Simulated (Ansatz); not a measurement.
ScCd (Pm-3m): elastic constants by finite strains

Computed with PBEsol, PAW on Ansatz 0.2.0's default frozen-core files (fitted under PBE), scalar-relativistic; not a measurement.

Cell and atoms were relaxed beforehand by PAW with this functional.

The structure is one entry of a database and needn't be the stable phase.

Command:

```sh
ansatz run input.yaml --threads 1 --pin off --max-ram 2048MiB --backend cpu --events-out ev --progress --plain --runs-dir out
```

input.yaml:

```yaml
crystal:
  lattice:
    - [3.48543278117, 0.0, 0.0]
    - [0.0, 3.48543278117, 0.0]
    - [0.0, 0.0, 3.48543278117]
  atoms:
    - { symbol: Sc, position: [0.5, 0.5, 0.5] }
    - { symbol: Cd, position: [0.0, 0.0, 0.0] }
kpoints:
  mp_grid: { grid: [12, 12, 12] }
scf:
  occupations: { method: fermi_dirac, width: 0.1 }
hamiltonian:
  xc: pbesol
  pseudopotentials: { kind: paw }
elastic:
  mode: relaxed_ion
  stencil: four_point
  amplitude: 0.003
```

The program printed:

```
Warning: RAYON_NUM_THREADS=1 ignored (pool sized by the plan → 1); use --threads N
Engine: ansatz 0.2.0, aarch64-unknown-linux-gnu
Pseudopotentials: kind: paw
Pseudopotential: Sc, paw, valence charge 11, recommended cutoff 420 eV (normal), Sc.paw.azcp
Pseudopotential: Cd, paw, valence charge 20, recommended cutoff 420 eV (normal), Cd.paw.azcp
Functional definition: PBEsol
  exchange = pbesol_x
  correlation = pbesol_c
Crystal: 2 atoms, lattice volume = 42.342 Å³
Basis set: ecut = 420 eV, 799 PW (Γ), exchange–correlation on 48×48×48 points (8 copies of the dense FFT grid, shifted against one another)
Bands: 20, of which v1, the nominal top of the filled ones, is band 16 counted from 1 (15 counted from 0)
Symmetry: 48 space group operations
Space group: Pm-3m (ITA 221), of the structure as read, at distance tolerance 3.5e-5 Å
k-points: 84 of 1728
Non-local potential: Sc, projectors of the file, l = 0: 3, l = 1: 2, l = 2: 3, l = 3: 1
Non-local potential: Cd, projectors of the file, l = 0: 3, l = 1: 2, l = 2: 2, l = 3: 1
PAW form: soft (Blöchl's): semilocal exchange-correlation on the pseudo side does not see the compensation charge
[... 140 lines left out ...]
  moduli (Voigt/Reuss/Hill, GPa): K = 75.26/75.26/75.26   G = 43.59/26.61/35.10   E = 91.12   ν = 0.298
  mechanically stable: yes (min eigenvalue of sym C = 28.49 GPa)
  strain η (Voigt 11):  stress-route row diagonal C_11 = 94.25 GPa, energy-path curvature d²(F+E_count+ΔE)/dδ²/Ω₀ = 94.28 GPa
    cells at ±δ against ±2δ: C11 94.26 and 94.27 GPa, apart by 0.01 % of the column's largest entry
         δ    σ_11 (GPa)             F (eV)   n_scf  n_hpsi   n_pw
    -6.000e-3      -0.5757      -10296.1254158      10   78436    844   relax 0 steps, max|allowed force component| 5.92e-31 eV/Å
    -3.000e-3      -0.2846      -10296.1257556       3   46820    844   relax 0 steps, max|allowed force component| 9.47e-30 eV/Å
     3.000e-3       0.2809      -10296.1257561       3   47380    852   relax 0 steps, max|allowed force component| 4.73e-30 eV/Å
     6.000e-3       0.5554      -10296.1254255       7   62729    856   relax 0 steps, max|allowed force component| 3.19e-29 eV/Å
  strain η (Voigt 23):  stress-route row diagonal C_44 = 63.15 GPa, energy-path curvature d²(F+E_count+ΔE)/dδ²/Ω₀ = 63.17 GPa
    cells at ±δ against ±2δ: C44 63.15 and 63.14 GPa, apart by 0.01 % of the column's largest entry
         δ    σ_23 (GPa)             F (eV)   n_scf  n_hpsi   n_pw
    -6.000e-3      -0.3789      -10296.1255685       8  106612    856   relax 0 steps, max|allowed force component| 1.10e-28 eV/Å
    -3.000e-3      -0.1894      -10296.1257929       3   70862    852   relax 0 steps, max|allowed force component| 6.00e-29 eV/Å
     3.000e-3       0.1894      -10296.1257929       3   69807    852   relax 0 steps, max|allowed force component| 1.14e-28 eV/Å
     6.000e-3       0.3789      -10296.1255685       7   91767    856   relax 0 steps, max|allowed force component| 1.47e-28 eV/Å
```

The calculation finished and met its thresholds.

**Elastic moduli**

Elastic constants of a crystal by Kohn-Sham DFT: slopes of the stress over finite engineering strains of the given cell, Voigt indices, Cartesian axes as in the input; Hill averages of a grain aggregate, Debye temperature from the mean sound speed over directions.

| Quantity | Value |
| --- | --- |
| Bulk modulus | 75.26 GPa |
| Shear modulus | 35.1 GPa |
| Young modulus | 91.12 GPa |
| Poisson ratio | 0.2982 |
| Bulk over shear modulus | 2.144 |
| Elastic anisotropy index | 3.191 |
| Least young modulus | 40.19 GPa |
| Largest young modulus | 148 GPa |
| Longitudinal sound speed | 4447 m/s |
| Transverse sound speed | 2385 m/s |
| Elastic debye temperature | 275.5 K |
| Linear compressibility (x, y, z) | 4.429, 4.429, 4.429 1/TPa |
| Zener ratio | 4.434 |
| Cauchy pressure | 2.62 GPa |

### Strained cells

Stress of each strained cell less that at rest, tension positive.

```csv
strain component,strain,stress xx (GPa),stress yy (GPa),stress zz (GPa),stress yz (GPa),stress xz (GPa),stress xy (GPa),relaxation steps
xx,-0.006,-0.5766,-0.4005,-0.4005,0,0,0,0
xx,-0.003,-0.2856,-0.1988,-0.1988,0,0,0,0
xx,0.003,0.28,0.1958,0.1958,0,0,0,0
xx,0.006,0.5545,0.3889,0.3889,0,0,0,0
yz,-0.006,-0.0037,-0.0023,-0.0023,-0.3789,0,0,0
yz,-0.003,-0.0009,-0.0006,-0.0006,-0.1894,0,0,0
yz,0.003,-0.0009,-0.0006,-0.0006,0.1894,0,0,0
yz,0.006,-0.0037,-0.0023,-0.0023,0.3789,0,0,0
```

Elastic constants:

```json
{
  "Pressure at rest": "-0.001 GPa",
  "Least elastic eigenvalue": "28.49 GPa",
  "Elastically stable": "yes"
}
```

| index | elastic (GPa) |
| --- | --- |
| 11 | 94.25 |
| 12 | 65.77 |
| 44 | 63.15 |

Caveats: frozen-core PAW files fitted under PBE, their cores solved anew for the functional of the run; responses of metals move with mesh and smearing.

Cost: 77 s on 1 thread of Arm Neoverse V1, on a shared host, peak memory 0.5 GiB.
